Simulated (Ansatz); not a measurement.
Ti (hcp (Mg type), P6_3/mmc) under volume change, PBE in the plane-wave PAW code Ansatz, shape and atoms relaxed at each volume.

| V (Å³/atom) | E − E(relaxed) (meV/atom) | P (GPa) |
|---|---|---|
| 15.821 | 56.8 | 12.49 |
| 16.342 | 24.0 | 7.74 |
| 16.864 | … | … |
| 17.385 | 0.0 | 0.00 |
| 17.907 | … | … |
| 18.428 | 19.9 | -5.86 |
| 18.950 | 43.0 | -8.23 |

Complete the blanks.


- 16.864, E − E(relaxed) (meV/atom): 5.7
- 16.864, P (GPa): 3.60
- 17.907, E − E(relaxed) (meV/atom): 5.2
- 17.907, P (GPa): -3.13

What does a third-order Birch–Murnaghan fit give for V₀, B₀ and B′?

V₀ = 17.39 Å³/atom, B₀ = 112 GPa, B′ = 3.6.

The PBE relaxation kept the symmetry of its start. The run is not spin-polarised.

Potentials: the earlier of the program's two PAW sets.
